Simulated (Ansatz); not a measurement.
Consider the following.

Cu3Si:
```yaml
crystal:
  lattice:
    - [-1.79213, 1.79213, 3.58071]
    - [1.79213, -1.79213, 3.58071]
    - [1.79213, 1.79213, -3.58071]
  atoms:
    - { symbol: Si, position: [0.00000, 0.00000, 0.00000] }
    - { symbol: Cu, position: [0.75000, 0.25000, 0.50000] }
    - { symbol: Cu, position: [0.25000, 0.75000, 0.50000] }
    - { symbol: Cu, position: [0.50000, 0.50000, 0.00000] }
```

This is the PBEsol-relaxed structure.

Task: All from PBEsol in the plane-wave PAW code Ansatz, unless another level is named. Give the bulk modulus (Birch–Murnaghan fit).

Result: 166 GPa.

Task: Predict the highest zone-centre frequency.

Result: 274 cm⁻¹.

Space group I4/mmm. The first step of the workflow began from a Materials Project structure, measured or hypothetical; the Crystallography Open Database copy checked does not list it. Its standing as an ambient phase is unchecked. The PBEsol relaxation kept the symmetry of its start; its stability against distortions is not shown here. The run is not spin-polarised. As this level gives no gap, phonon frequencies hold no LO–TO term and depend on the k-mesh and smearing (Fermi–Dirac, 0.1 eV here).

Potentials: the later of the program's two PAW sets.
